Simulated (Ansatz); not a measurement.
A plane-wave DFT run in Ansatz 0.2.0 (scalar-relativistic PAW potentials unless the input names others): input and command.

```yaml
crystal:
  lattice:
    - [9.8381723232, 0.0, 0.0]
    - [-4.9190861616, -8.5201071587, 0.0]
    - [0.0, 0.0, -10.586466353]
  atoms:
    - { symbol: Zn, position: [0.1111490676, 0.5553135502, 0.2965663602] }
    - { symbol: Zn, position: [0.111149207, 0.5553155735, 0.7470146715] }
    - { symbol: Zn, position: [0.4461591702, 0.55658136, 0.2526885942] }
    - { symbol: Zn, position: [0.4492994376, 0.5581644288, 0.7465270871] }
    - { symbol: Zn, position: [0.1098752152, 0.2203020416, 0.2526891857] }
    - { symbol: Zn, position: [0.1083022234, 0.2171649494, 0.7465271461] }
    - { symbol: Zn, position: [0.7774030443, 0.5565814572, 0.2526893852] }
    - { symbol: Zn, position: [0.7758484331, 0.5581621812, 0.746528733] }
    - { symbol: Zn, position: [0.444478655, 0.221979492, 0.2505659049] }
    - { symbol: Zn, position: [0.4444810396, 0.2219813361, 0.7498112547] }
    - { symbol: Zn, position: [0.1098757122, 0.8890501973, 0.2526891074] }
    - { symbol: Zn, position: [0.1083008063, 0.8906196339, 0.746526222] }
    - { symbol: Zn, position: [0.7774037641, 0.2202988888, 0.2526901001] }
    - { symbol: Zn, position: [0.7758462792, 0.2171675288, 0.7465275461] }
    - { symbol: Zn, position: [0.4461572597, 0.8890528833, 0.252688185] }
    - { symbol: Zn, position: [0.4493019788, 0.8906194162, 0.7465258966] }
    - { symbol: Zn, position: [0.7778144444, 0.8886459228, 0.2502032246] }
    - { symbol: Zn, position: [0.7778145891, 0.8886480994, 0.7487289522] }
    - { symbol: Zn, position: [0.8833173799, 0.4413990002, 0.5047027232] }
    - { symbol: Zn, position: [0.8419689688, 0.4207200411, 0.9846992105] }
    - { symbol: Zn, position: [0.2250643079, 0.441398068, 0.5047064965] }
    - { symbol: Zn, position: [0.2457377821, 0.4207195759, 0.9846960155] }
    - { symbol: Zn, position: [0.8881129993, 0.1092454937, 0.4989730115] }
    - { symbol: Zn, position: [0.8876633806, 0.1083428583, 0.9979752244] }
    - { symbol: Zn, position: [0.5548378463, 0.4426918803, 0.4987070349] }
    - { symbol: Zn, position: [0.5559182105, 0.4448487295, 1.0010050177] }
    - { symbol: Zn, position: [0.2237687722, 0.1116248744, 0.4987003371] }
    - { symbol: Zn, position: [0.2216156031, 0.1105464388, 1.0010106184] }
    - { symbol: Zn, position: [0.8881129726, 0.7783481358, 0.4989718263] }
    - { symbol: Zn, position: [0.887666087, 0.7787933474, 0.9979772002] }
    - { symbol: Zn, position: [0.554837337, 0.1116263259, 0.4987028631] }
    - { symbol: Zn, position: [0.555915834, 0.1105482053, 1.0010079533] }
    - { symbol: Zn, position: [0.2250631241, 0.7831447335, 0.5047084308] }
    - { symbol: Zn, position: [0.2457391071, 0.8244945656, 0.984693936] }
    - { symbol: Zn, position: [0.5572160193, 0.7783485414, 0.4989694444] }
    - { symbol: Zn, position: [0.5581115546, 0.7787939239, 0.9979788035] }
    - { symbol: O, position: [0.111147125, 0.555311891, 0.556373368] }
    - { symbol: O, position: [0.4443982112, 0.5570155524, 0.0617443055] }
    - { symbol: O, position: [0.4462066278, 0.5560397084, 0.5594073043] }
    - { symbol: O, position: [0.1094421394, 0.2220621067, 0.0617441609] }
    - { symbol: O, position: [0.1104225399, 0.2202546324, 0.5594068905] }
    - { symbol: O, position: [0.7796032944, 0.5570157786, 0.0617454624] }
    - { symbol: O, position: [0.7768159664, 0.55603884, 0.5594080846] }
    - { symbol: O, position: [0.4444836924, 0.2219827347, 0.0600789976] }
    - { symbol: O, position: [0.4444787295, 0.2219787796, 0.5611290326] }
    - { symbol: O, position: [0.1094438599, 0.8868572564, 0.0617445378] }
    - { symbol: O, position: [0.1104221507, 0.8896481655, 0.559406203] }
    - { symbol: O, position: [0.7796036873, 0.222061588, 0.0617446579] }
    - { symbol: O, position: [0.7768141551, 0.2202565818, 0.5594070093] }
    - { symbol: O, position: [0.4443983356, 0.8868592083, 0.0617434707] }
    - { symbol: O, position: [0.4462072131, 0.88964835, 0.5594064813] }
    - { symbol: O, position: [0.7778144208, 0.8886439294, 0.0605209728] }
    - { symbol: O, position: [0.777812841, 0.888646085, 0.5604262356] }
    - { symbol: O, position: [0.8870927831, 0.4432842435, 0.3107299188] }
    - { symbol: O, position: [0.8889621974, 0.444221202, 0.8075359869] }
    - { symbol: O, position: [0.2231757428, 0.4432840361, 0.3107340977] }
    - { symbol: O, position: [0.2222427866, 0.4442210168, 0.8075329474] }
    - { symbol: O, position: [0.8888256506, 0.1106704403, 0.3097901704] }
    - { symbol: O, position: [0.88893727, 0.1108937228, 0.8103109931] }
    - { symbol: O, position: [0.5554360056, 0.443890686, 0.3092930333] }
    - { symbol: O, position: [0.5556668968, 0.4443522641, 0.8124258123] }
    - { symbol: O, position: [0.2225660852, 0.1110214558, 0.3092867661] }
    - { symbol: O, position: [0.2221116138, 0.1107962812, 0.8124297556] }
    - { symbol: O, position: [0.8888256182, 0.7776319133, 0.3097900904] }
    - { symbol: O, position: [0.8889379463, 0.7775260451, 0.8103125548] }
    - { symbol: O, position: [0.5554345776, 0.1110220726, 0.3092887694] }
    - { symbol: O, position: [0.555666137, 0.1107967868, 0.812428024] }
    - { symbol: O, position: [0.2231764842, 0.7793696844, 0.3107372626] }
    - { symbol: O, position: [0.2222431015, 0.7775033853, 0.8075302472] }
    - { symbol: O, position: [0.555789485, 0.7776333916, 0.3097883204] }
    - { symbol: O, position: [0.5555701884, 0.7775264717, 0.8103135579] }
  host:
    lattice:
      - [3.2793907744, 0.0, 0.0]
      - [-1.6396953872, 2.8400357196, 0.0]
      - [0.0, 0.0, 5.2932331765]
    atoms:
      - { symbol: Zn, position: [0.6666666667, 0.3333333333, 0.5006044112] }
      - { symbol: Zn, position: [0.3333333333, 0.6666666667, 0.0006044112] }
      - { symbol: O, position: [0.6666666667, 0.3333333333, 0.8797055888] }
      - { symbol: O, position: [0.3333333333, 0.6666666667, 0.3797055888] }
total_charge: 2
basis:
  ecutwfc: "33.1 Ry"
  xc_grid: 2
kpoints:
  mp_grid: { grid: [3, 3, 3], shift: [0.0, 0.0, 0.0] }
hamiltonian:
  xc: pbe
scf:
  occupations: { method: gaussian, width: 0.01 }
output:
  forces: true
  eigenvalues: true
```

```bash
ansatz run input.yaml --threads 8 --pin off --max-ram 20480MiB --backend cpu --events-out ev --progress --plain --runs-dir out
```

Abridged log:
```
Warning: the atoms were moved onto the symmetric positions of the space group found under crystal.symmetry.tolerance 1.0e-5 (fractional; ...
Basis set: ecut = 450.34844237 eV, 19189 PW (Γ), exchange–correlation on 144×144×150 points (8 copies of the dense FFT grid, shifted against one another)
Bands: 391, of which v1, the nominal top of the filled ones, is band 320 counted from 1 (319 counted from 0)
Symmetry: 6 space group operations
k-points: 7 of 27 (time reversal used)
SCF iter   1: F=—  HF=-139373.935193 eV  |F-HF|=—  |Δ(HF+E_count)|=         —  Δρ=1.65e-2  dr2=1.59e0  ethr=1.77e-3  ⟨swp⟩=6.0  Hψ=9964  notcnv=0  defer=11
SCF iter   2: F=—  HF=-139373.476096 eV  |F-HF|=—  |Δ(HF+E_count)|=   4.59e-1  Δρ=2.57e-3  dr2=1.53e-1  ethr=2.48e-4  ⟨swp⟩=2.0  Hψ=5184  notcnv=0  defer=458
SCF iter   3: F=—  HF=-139373.387723 eV  |F-HF|=—  |Δ(HF+E_count)|=   8.84e-2  Δρ=2.78e-3  dr2=1.10e-1  ethr=2.39e-5  ⟨swp⟩=2.0  Hψ=4313  notcnv=0  defer=318
automatic band count: iteration 3 solves 371 bands in place of 391: the levels show a gap, and the empty bands left out lie too high to hold charge; the band table lists the bands solved (type scf.n_extra_bands for more)
SCF iter   4: F=—  HF=-139373.366329 eV  |F-HF|=—  |Δ(HF+E_count)|=   2.14e-2  Δρ=1.20e-3  dr2=1.88e-2  ethr=1.72e-5  ⟨swp⟩=2.0  Hψ=4313  notcnv=0  defer=318
SCF iter   5: F=—  HF=-139373.371461 eV  |F-HF|=—  |Δ(HF+E_count)|=   5.13e-3  Δρ=8.64e-4  dr2=7.04e-3  ethr=2.94e-6  ⟨swp⟩=2.0  Hψ=4342  notcnv=0  defer=318
SCF iter   6: F=—  HF=-139373.371605 eV  |F-HF|=—  |Δ(HF+E_count)|=   1.44e-4  Δρ=2.29e-4  dr2=8.40e-4  ethr=1.10e-6  ⟨swp⟩=2.0  Hψ=4387  notcnv=0  defer=318
SCF iter   7: F=—  HF=-139373.372333 eV  |F-HF|=—  |Δ(HF+E_count)|=   7.28e-4  Δρ=3.06e-4  dr2=5.62e-4  ethr=1.31e-7  ⟨swp⟩=2.1  Hψ=4311  notcnv=0  defer=318
SCF iter   8: F=—  HF=-139373.372092 eV  |F-HF|=—  |Δ(HF+E_count)|=   2.41e-4  Δρ=5.78e-5  dr2=3.11e-5  ethr=8.78e-8  ⟨swp⟩=2.0  Hψ=4293  notcnv=0  defer=318
SCF iter   9: F=—  HF=-139373.371850 eV  |F-HF|=—  |Δ(HF+E_count)|=   2.42e-4  Δρ=2.87e-5  dr2=8.04e-6  ethr=4.86e-9  ⟨swp⟩=2.3  Hψ=4834  notcnv=0  defer=318
SCF iter  10: F=—  HF=-139373.371859 eV  |F-HF|=—  |Δ(HF+E_count)|=   8.88e-6  Δρ=3.30e-5  dr2=8.83e-6  ethr=1.26e-9  ⟨swp⟩=2.0  Hψ=4519  notcnv=0  defer=318
SCF iter  11: F=—  HF=-139373.371859 eV  |F-HF|=—  |Δ(HF+E_count)|=   1.63e-7  Δρ=5.06e-6  dr2=2.43e-7  ethr=1.26e-9  ⟨swp⟩=2.0  Hψ=4519  notcnv=0  defer=318
SCF iter  12: F=-139373.371859 eV  HF=-139373.371859 eV  |F-HF|=5.33e-8  |Δ(HF+E_count)|=   3.50e-7  Δρ=3.37e-6  dr2=8.12e-8  ethr=1.56e-11  ⟨swp⟩=10.1  Hψ=12168  notcnv=0
SCF 1 converged in 12 iterations: F = -139373.371859 eV  dr2 = 8.12e-8
SCF converged after 12 iterations
Free energy (F): -139373.371859 eV
Harris-Foulkes:  -139373.371859 eV  (|F-HF|=5.33e-8)
Internal energy: -139373.371859 eV  (E = F + TS)
E sigma→0 (E₀):  -139373.371859 eV
Fermi energy:    6.961937 eV
   ...
  atom  23  Zn     0.00000000    -0.00191240     0.00221506
  atom  24  Zn     0.00000000    -0.00220242    -0.00373907
  atom  25  Zn     0.00000000    -0.00053261     0.00140839
  atom  26  Zn     0.00000000    -0.00163819    -0.00289174
  atom  27  Zn    -0.00046126     0.00026631     0.00140839
  atom  28  Zn    -0.00141872     0.00081910    -0.00289174
  atom  29  Zn     0.00165619     0.00095620     0.00221506
  atom  30  Zn     0.00190735     0.00110121    -0.00373907
  atom  31  Zn     0.00046126     0.00026631     0.00140839
  atom  32  Zn     0.00141872     0.00081910    -0.00289174
  atom  33  Zn     0.00000000     0.00021603     0.00122165
  atom  34  Zn     0.00000000     0.00407505    -0.00137320
  atom  35  Zn    -0.00165619     0.00095620     0.00221506
  atom  36  Zn    -0.00190735     0.00110121    -0.00373907
  atom  37  O      0.00000000     0.00000000    -0.00583875
  atom  38  O      0.00302036    -0.00458708     0.00015857
  atom  39  O      0.00089379    -0.00074282    -0.00013689
  atom  40  O     -0.00246235     0.00490925     0.00015857
  atom  41  O     -0.00019641     0.00114545    -0.00013689
  atom  42  O     -0.00302036    -0.00458708     0.00015857
  atom  43  O     -0.00089379    -0.00074282    -0.00013689
  atom  44  O      0.00000000     0.00000000    -0.00172648
  atom  45  O      0.00000000     0.00000000    -0.00086012
  atom  46  O     -0.00548271    -0.00032217     0.00015857
  atom  47  O     -0.00109020    -0.00040263    -0.00013689
  atom  48  O      0.00246235     0.00490925     0.00015857
  atom  49  O      0.00019641     0.00114545    -0.00013689
  atom  50  O      0.00548271    -0.00032217     0.00015857
  atom  51  O      0.00109020    -0.00040263    -0.00013689
  atom  52  O      0.00000000     0.00000000    -0.00055643
  atom  53  O      0.00000000     0.00000000     0.00053949
  atom  54  O     -0.00421489     0.00243347    -0.00374269
  atom  55  O     -0.00242072     0.00139760     0.00326849
  atom  56  O      0.00421489     0.00243347    -0.00374269
  atom  57  O      0.00242072     0.00139760     0.00326849
  atom  58  O      0.00000000     0.00145222    -0.00397004
  atom  59  O      0.00000000     0.00084636     0.00239463
  atom  60  O      0.00000000     0.00081039    -0.00261646
  atom  61  O      0.00000000     0.00034688     0.00300323
  atom  62  O      0.00070181    -0.00040519    -0.00261646
  atom  63  O      0.00030040    -0.00017344     0.00300323
  atom  64  O     -0.00125766    -0.00072611    -0.00397004
  atom  65  O     -0.00073297    -0.00042318     0.00239463
  atom  66  O     -0.00070181    -0.00040519    -0.00261646
  atom  67  O     -0.00030040    -0.00017344     0.00300323
  atom  68  O      0.00000000    -0.00486694    -0.00374269
  atom  69  O      0.00000000    -0.00279520     0.00326849
  atom  70  O      0.00125766    -0.00072611    -0.00397004
  atom  71  O      0.00073297    -0.00042318     0.00239463
```

Apart from outputs, empty bands and the relaxation, which only the reference makes, the input differs from a reference run on usual settings in basis.ecutwfc: 420 → "33.1 Ry"; kpoints.mp_grid.grid: [2, 2, 2] → [3, 3, 3]. The reference, at the same geometry, ended its own course with largest force 0.007 eV/Å, gap on the mesh 0.60 eV. This run converged in 12 SCF iterations with an energy at zero smearing 4.08 meV/atom below the reference's, largest force 0.007 eV/Å, gap on the mesh 0.60 eV.

The run took 68 s on 8 threads of Intel(R) Xeon(R) Processor @ 2.70GHz (shared host), peak memory 11 GiB.